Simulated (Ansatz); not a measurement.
The relaxed structure here is a generated cell of CsPbCl3: the first start was made by placing the elements on the sites of a structure type, and the end was not matched to a known phase here, so it may be hypothetical. Known forms of CsPbCl3 include space group No. 221.

The end point of a relaxation of CsPbCl3. Space group P-1 (No. 2). These are r2SCAN (plane waves to 500 eV, PAW, scalar-relativistic; Ansatz, an electronic-structure program) values and carry that method's errors.

```cif
data_Cl6Cs2Pb2
_chemical_formula_sum 'Cs2 Pb2 Cl6'
_space_group_name_H-M_alt 'P-1'
_space_group_IT_number 2
_space_group_name_Hall '-P 1'
_cell_length_a 7.85775
_cell_length_b 7.88548
_cell_length_c 7.98714
_cell_angle_alpha 60.510
_cell_angle_beta 60.677
_cell_angle_gamma 89.984
loop_
_atom_site_label
_atom_site_type_symbol
_atom_site_symmetry_multiplicity
_atom_site_Wyckoff_symbol
_atom_site_fract_x
_atom_site_fract_y
_atom_site_fract_z
_atom_site_occupancy
Cs1 Cs 2 i 0.24804 0.24344 0.99979 1
Pb1 Pb 1 g 0.00000 0.50000 0.50000 1
Pb2 Pb 1 f 0.50000 0.00000 0.50000 1
Cl1 Cl 2 i 0.18708 0.80692 0.50545 1
Cl2 Cl 2 i 0.31614 0.31585 0.48780 1
Cl3 Cl 2 i 0.75470 0.23713 0.99995 1
```

**Question.** Estimate the band gap that r2SCAN returns for this input.

**Answer.** 2.68 eV, direct at Γ (no spin-orbit coupling).

No spin polarisation in the result. Spin-orbit coupling is missing; with elements this heavy it can move band edges by tenths of an eV or more.

It was reached from a disturbed copy of a R-3c (No. 167) cell, against which it lies -0.002 eV/atom.
